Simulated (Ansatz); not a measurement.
Mechanical response of TiAl (P4/mmm)

```xyz
2
Lattice="2.7972 0.0000 0.0000 0.0000 2.7972 0.0000 0.0000 0.0000 4.0344" Properties=species:S:1:pos:R:3 pbc="T T T"
Ti    0.0000    0.0000    0.0000
Al    1.3986    1.3986    2.0172
```

The conventional cell has a = 2.797 Å, b = 2.797 Å, c = 4.034 Å, α = 90.00°, β = 90.00°, γ = 90.00°. Around Ti (atom 1) lie 4 Ti at 2.80 Å and 8 Al at 2.83 Å. Al (atom 2) has 4 Al at 2.80 Å and 8 Ti at 2.83 Å as nearest neighbours.

Unless marked otherwise, the numbers come from PBEsol, all-electron LAPW in Ansatz 0.2.0, scalar-relativistic. k mesh 16×16×12, Fermi-Dirac smearing of 0.080 eV, basis error target 1 meV/atom. The cell was relaxed by PAW under this functional.

The cell is tetragonal and carries a residual pressure of -0.06 GPa at this level. Each strain component that symmetry leaves independent is applied at ±0.003, the ions relax wherever a strain frees them, and the stress (tension positive, GPa) is read. Shears are engineering strains, γ = 2ε.

```tsv
strain	size	σxx	σyy	σzz	σyz	σxz	σxy
xx	-0.003	-0.5391	-0.0956	-0.2702	0.0000	0.0000	0.0000
xx	+0.003	0.7057	0.2732	0.2731	0.0000	0.0000	0.0000
zz	-0.003	-0.1845	-0.1845	-0.5312	0.0000	0.0000	0.0000
zz	+0.003	0.3584	0.3584	0.5344	0.0000	0.0000	0.0000
yz	-0.003	0.0885	0.0888	0.0016	-0.3604	0.0000	0.0000
yz	+0.003	0.0885	0.0888	0.0016	0.3604	0.0000	0.0000
xy	-0.003	0.0905	0.0905	0.0013	0.0000	0.0000	-0.1263
xy	+0.003	0.0905	0.0905	0.0013	0.0000	0.0000	0.1263
```

A central difference gives one constant, for example C11 ≈ (0.7057 − (-0.5391))/(0.006) = 207.5 GPa; the program then imposes the crystal's symmetry on the whole matrix.

Task: What are the independent elastic constants?

Result: C11 = 207.5, C12 = 61.5, C13 = 90.5, C33 = 177.6, C44 = 120.1, C66 = 42.1 GPa.

Task: Is the crystal stable against homogeneous strain?

Result: The least eigenvalue of the 6×6 matrix is 42.1 GPa, so yes.

Task: What moduli does a random aggregate of grains have?

Result: Voigt and Reuss bounds: B from 119.7 to 119.7 and G from 64.9 to 79.8 GPa; their means are B = 119.7 and G = 72.4 GPa. Then E = 9BG/(3B + G) = 180.7 GPa, ν = (3B − 2G)/(6B + 2G) = 0.248 and B/G = 1.65, on the brittle side of Pugh's 1.75 (a rule of thumb).

Task: With the density of 3.937 g/cm³, how fast does sound travel, and what Debye temperature follows?

Result: 

| direction | slow (m/s) | middle (m/s) | fast (m/s) |
| --- | --- | --- | --- |
| x | 3271 | 5523 | 7259 |
| y | 3271 | 5523 | 7259 |
| z | 5523 | 5523 | 6716 |

The mean of v⁻³ over directions and branches gives v_m = 4664 m/s and θ_D = (ħ/k_B) v_m (6π²n)^(1/3) = 554 K, n being atoms per volume. Young's modulus spans 114 to 236 GPa over directions, and the universal anisotropy index is 1.14.

Task: How far do the constants move if PAW replaces LAPW in the same cell?

Result: 

```
constant  LAPW (GPa)  PAW (GPa)  difference
     C11       207.5      207.8         0.3
     C12        61.5       61.8         0.3
     C13        90.5       91.0         0.5
     C33       177.6      177.8         0.2
     C44       120.1      120.1         0.0
     C66        42.1       42.0        -0.1
```

Task: What happens at 2 GPa (cell relaxed there)?

Result: The volume falls to 0.9841 of its value, and C11 = 218.3, C12 = 66.0, C13 = 97.8, C33 = 185.7, C44 = 125.9, C66 = 42.4 GPa (slopes of the stress), in this structure whether or not another phase takes over.

Known limits: responses of metals move with mesh and smearing; the frozen-core PAW files of the compared runs were fitted under PBE, their cores solved anew for this functional.
